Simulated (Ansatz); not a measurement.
TiNF:
```yaml
crystal:
  lattice:
    - [-1.93527, 1.93527, 4.95863]
    - [1.93527, -1.93527, 4.95863]
    - [1.93527, 1.93527, -4.95863]
  atoms:
    - { symbol: Ti, position: [0.59836, 0.09836, 0.50000] }
    - { symbol: Ti, position: [0.84836, 0.84836, 0.00000] }
    - { symbol: N, position: [0.66797, 0.66797, 0.00000] }
    - { symbol: N, position: [0.41797, 0.91797, 0.50000] }
    - { symbol: F, position: [0.85867, 0.35867, 0.50000] }
    - { symbol: F, position: [0.10867, 0.10867, 0.00000] }
```

Relaxed with r²SCAN. Special points in fractions of this cell's reciprocal vectors: Γ (0.000, 0.000, 0.000); X (0.000, 0.000, 0.500); P (0.250, 0.250, 0.250); N (0.000, 0.500, 0.000); M (0.500, 0.500, -0.500); S (0.288, 0.712, -0.288); S0 (-0.288, 0.288, 0.288); R (-0.076, 0.076, 0.500); G (0.500, 0.500, -0.076).

Question: List the band energies nearest the valence-band maximum at these points for r²SCAN in the plane-wave PAW code Ansatz.

Answer: In eV from the valence-band maximum; about four levels below and three above (degenerate sets whole), none deeper than 8.9 eV; points with the same levels are listed once.

| k | below | above |
|---|---|---|
| Γ | -2.23 -2.23 -1.78 -0.42 -0.42 | 2.01 2.68 3.48 3.48 |
| X | -1.78 -1.78 -0.61 -0.61 | 2.88 2.88 3.37 3.37 |
| P | -1.78 -1.78 -0.59 -0.59 | 2.94 2.94 3.22 3.22 |
| N | -2.21 -1.82 -1.03 -0.65 | 2.80 3.12 3.20 |
| M | -2.27 -2.27 0.00 0.00 | 2.33 2.33 3.10 3.10 |
| S | -2.23 -1.79 -0.97 -0.69 | 2.85 3.15 3.27 |
| R | -1.69 -1.69 -0.65 -0.65 | 2.88 2.88 3.36 3.36 |

Space group I4_1md. The first step of the workflow began from a Materials Project structure, measured or hypothetical; the Crystallography Open Database copy checked does not list it. Whether it is the stable phase at ambient conditions was not checked. Symmetry was held in the r²SCAN relaxation; whether a distortion lowers the energy is not shown. No spin polarisation was allowed.

Potentials: the later of the program's two PAW sets.
